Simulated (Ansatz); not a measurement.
## Trial structures of Cs2TlF3

Cs2TlF3 was placed in 3 structures, borrowed from other compounds or built from prototypes, and relaxed with PBEsol and then r2SCAN+rVV10 in the PAW code Ansatz, symmetry kept. Energies are static, from a final single point; gaps are the least over its mesh and special points. All cells are spin-unpolarised, without nuclear motion, and some may be hypothetical.

| start | ends in | volume (Å³/atom) | energy, r2SCAN+rVV10 (meV/atom) | gap, r2SCAN+rVV10 (eV) | shaken (PBEsol) |
| --- | --- | --- | --- | --- | --- |
| Li2GaCu3 type (No. 166) | R-3m | 25.66 | 125 | 3.68 | falls 82 meV |
| Ce2CuGe3 type (No. 187) | P-6m2 | 24.90 | 406 | 1.28 | falls 394 meV |
| Cu2GeS3 type (No. 44) | Immm | 24.43 | 0 | 4.43 | falls 12 meV |

Energies count from the lowest cell; the last column tells what a randomly displaced small cell does when relaxed without symmetry, which tests only the distortions that fit it.

Of the symmetric cells the lowest is the one started from Cu2GeS3 type (No. 44), which ends in Immm (No. 71), 125 meV an atom below the next (Li2GaCu3 type (No. 166)). With PBEsol some shaken cells land within 15 meV an atom of the lowest symmetric one. Other structures, not tried here, could lie lower.

The falls are PBEsol's, in meV an atom on the shaken cell's own mesh; a cell that falls isn't a minimum, and its place in the table may change once it distorts.

The cells in order of energy (the first three):
- Cu2GeS3 type (No. 44): Immm, 24.43 Å³ an atom. Cs is surrounded by 6 F at 2.90–3.02 Å; Tl is surrounded by 6 F at 2.76–2.91 Å; F is surrounded by 2 Tl at 2.76–2.77 Å and 4 Cs at 2.92–3.02 Å; F is surrounded by 4 Cs at 2.90 Å and 2 Tl at 2.91 Å.
- Li2GaCu3 type (No. 166): R-3m, 25.66 Å³ an atom. Around Cs lie 3 F at 2.76 Å; around Tl lie 6 F at 2.73 Å; around F lie 2 Tl at 2.73 Å and 2 Cs at 2.76 Å.
- Ce2CuGe3 type (No. 187): P-6m2, 24.90 Å³ an atom. Around Cs lie 6 F at 2.98 Å and 1 Cs at 3.16 Å; around Tl lie 3 F at 2.53 Å; around F lie 3 F at 2.53 Å and 6 Cs at 2.98 Å; around F lie 3 Tl at 2.53 Å.

The lowest symmetric cell:
```
CELL_PARAMETERS angstrom
-2.91159 6.16505 2.04185
2.91159 -6.16505 2.04185
2.91159 6.16505 -2.04185
ATOMIC_POSITIONS crystal
Cs 0.54403 0.37649 0.16754
Cs 0.20895 0.37649 0.83246
Tl 0.87562 0.37562 0.50000
F 0.22532 0.87700 0.34831
F 0.52869 0.87700 0.65169
F 0.87638 0.87638 0.00000
```

Spin-orbit coupling is left out; in compounds of Pb, Bi, Tl or Hg it can lower a gap by up to about 1 eV, split its edges or invert the bands.
